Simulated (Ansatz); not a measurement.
This cell of LiBr (rock salt) is off equilibrium:

```
CELL_PARAMETERS angstrom
      0.00000     2.66910     2.66910
      2.66910     0.00000     2.66910
      2.66910     2.66910     0.00000
ATOMIC_POSITIONS crystal
  Br 0.00000 0.00000 0.00000
  Li 0.50000 0.50000 0.50000
```

Calculation: PBEsol (plane waves to 420 eV, PAW, scalar-relativistic; Ansatz, a first-principles code). k mesh 11×11×11 (Γ-centred), Fermi-Dirac smearing 0.05 eV. E stands for the smeared free energy. Stress and pressure are positive under compression. LiBr was relaxed with its symmetry unable to fall.

**Question.** What is the stress tensor (GPa)?

**Answer.** 
```
   1.28     0.00     0.00
   0.00     1.28     0.00
   0.00     0.00     1.28
```
The pressure, a third of the trace, is 1.28 GPa.

**Question.** It is the relaxed cell scaled evenly to V/V₀ = 0.960, atoms relaxed where free. What is its energy relative to the relaxed cell?

**Answer.** 3.0 meV/atom.

(Under strain, the slope of the energy per volume gives the stress and its curvature an elastic modulus.)
